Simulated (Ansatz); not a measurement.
The elements of this relaxed trial crystal are hidden behind letters.

```
lattice vectors (Å)
   3.7662    0.0000    0.0000
   0.0000    3.7662    0.0000
   0.0000    0.0000    5.3055
fractional positions
X 0.0000 0.0000 0.0000
Z 0.5000 0.5000 0.5000
Q 0.5000 0.0000 0.2503
Q 0.0000 0.5000 0.7497
Q 0.5000 0.0000 0.7497
Q 0.0000 0.5000 0.2503
```

Level of theory: DFT PBE, scalar-relativistic, plane waves, PAW (Ansatz 0.2.0). Plane waves to 420 eV, an 8×8×6 mesh through Γ for the 6-atom cell and 0.02 eV Gaussian smearing; no spin polarisation.

- Space group: P4/mmm (No. 123)
- Conventional cell: a = 3.766 Å, c = 5.306 Å
- Volume per atom: 12.54 Å³
- Density: 6.34 g/cm³
- Energy over the elements: −2.121 eV/atom
- Gap on the 8×8×6 mesh of the 6-atom cell: 1.94 eV

Energies are uncorrected and count from the elements' standard states at the same level.

Q: X is an s-block element of period 2, Z is a p-block element of period 6 and Q is a p-block element of period 2. Which elements are they?

A: X = Li, Z = Tl, Q = F, so the formula is LiTlF4. Density times volume gives a mean mass of 6.34 × 12.54/1.6605 = 47.9 u per atom, and this set has 47.9 u. Among the elements that the hints allow, noble gases aside, only these give it. Li is surrounded by 8 F at 2.30 Å; Tl has 8 F at 2.30 Å; F has 2 Tl at 2.30 Å, 2 Li at 2.30 Å and 6 F at 2.65–2.66 Å.

Spin–orbit coupling, which can matter for Tl, is left out. Kohn–Sham gaps at this level usually fall short of measured ones. The missing spin–orbit coupling can work the other way here. A structure relaxed within its symmetry needn't be a true minimum.
